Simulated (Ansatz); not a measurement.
# NaHF2: input and output

Input file of Ansatz 0.2.0:

```yaml
crystal:
  lattice:
    - [1.185426, -3.254266, 0.0]
    - [0.0, 1.843032, -2.932356]
    - [3.874161, 3.254266, 0.0]
  atoms:
    - { symbol: Na, position: [0.0, 0.0, 0.0] }
    - { symbol: H, position: [0.5, 0.5, 0.5] }
    - { symbol: F, position: [0.41, 0.59, 0.23] }
    - { symbol: F, position: [0.59, 0.41, 0.77] }
  symmetry: { tolerance: 0.0003 }
kpoints:
  mp_grid: { grid: [9, 9, 9], shift: [0, 0, 0] }
magnetization:
  spin_polarized: false
scf:
  occupations: { method: fermi_dirac }
  lower_state_search: "off"
  max_iter: 200
hamiltonian:
  pseudopotentials: { kind: paw }
  xc: pbesol
basis:
  ecutwfc: 420
  fft_grid_basis: typed
output:
  forces: true
  stress: true
  eigenvalues: true
  bader: true
  populations: true
  elf: true
  write_potential: true
  volumetric_format: npy
  dos:
    e_range: [-12, 8]
    de: 0.05
    projected: { site_lists: { F: [F], H: [H], Na: [Na] } }
checkpoint:
  read: saved_state
```

The run starts from an earlier solution of this cell. 

Parts of the output:

```
Warning: crystal.lattice misses the space group found at crystal.symmetry.tolerance 3.0e-4 in a digit that the deck types, which is why this is a warning: making the lattice exact moves one of its numbers by a whole unit of that number's last typed decimal, or more. The operation that it misses by the most changes a squared length by the fraction 5.18e-6.
Pseudopotentials: kind: paw
Pseudopotential: Na, paw, valence charge 9, recommended cutoff 420 eV (normal), Na.paw.azcp
Pseudopotential: H, paw, valence charge 1, recommended cutoff 420 eV (normal), H.paw.azcp
Pseudopotential: F, paw, valence charge 7, recommended cutoff 420 eV (normal), F.paw.azcp
Functional definition: PBEsol
  exchange = pbesol_x
  correlation = pbesol_c
Crystal: 4 atoms, lattice volume = 48.282 Å³
Basis set: ecut = 420 eV, 957 PW (Γ), exchange–correlation on 48×48×72 points (8 copies of the dense FFT grid, shifted against one another)
Bands: 16, of which v1, the nominal top of the filled ones, is band 12 counted from 1 (11 counted from 0)
Symmetry: 12 space group operations
Space group: R-3m (ITA 166), of the structure as read, at distance tolerance 1.1e-3 Å
k-points: 85 of 729
Initial density: read from a saved state, or passed on in memory by an earlier SCF of this step, an earlier step, the calling program or the single point that the run made first
Functional: x = pbesol(κ = 0.804, μ = 0.1235), c = pbesol(β = 0.046)
SCF iter   1: F=—  Δρ=4.58e-4  dr2=6.16e-5
SCF iter   2: F=—  Δρ=2.37e-4  dr2=8.90e-6
SCF iter   3: F=—  Δρ=1.11e-4  dr2=2.14e-6
SCF iter   4: F=—  Δρ=2.80e-5  dr2=1.44e-7
SCF iter   5: F=-3095.6191 eV  Δρ=2.96e-6  dr2=2.81e-9
Free energy (F): -3095.6191 eV
Harris-Foulkes:  -3095.6191 eV  (|F-HF|=3.60e-8)
Internal energy: -3095.6191 eV  (E = F + TS)
E sigma→0 (E₀):  -3095.6191 eV
Fermi energy:    1.6878 eV
--- Forces (eV/Å), atoms counted from 1 ---
  atom   1  Na     0.0000     0.0000     0.0000
  atom   2  H      0.0000     0.0000     0.0000
  atom   3  F      2.1364     0.7782     0.4891
  atom   4  F     -2.1364    -0.7782    -0.4891
--- Stress (GPa, compression-positive) ---
      -13.0916      -5.3158      -3.3411
       -5.3158      -0.4349      -1.2170
       -3.3411      -1.2170       0.7365
  P = ⅓ Tr σ = -4.2634 GPa (-42.634 kbar)
--- Löwdin populations: 4 sites ---
  site symbol       q [e]
     0     Na      8.1981
     1      H      0.5748
     2      F      7.5762
     3      F      7.5762
  spilling = 0.0031 (of n_electrons = 24.0000)
```

Origin: a database entry at a rescaled volume. Caveats: forces this large suggest misplaced atoms in the database entry; atoms or cell far from equilibrium.
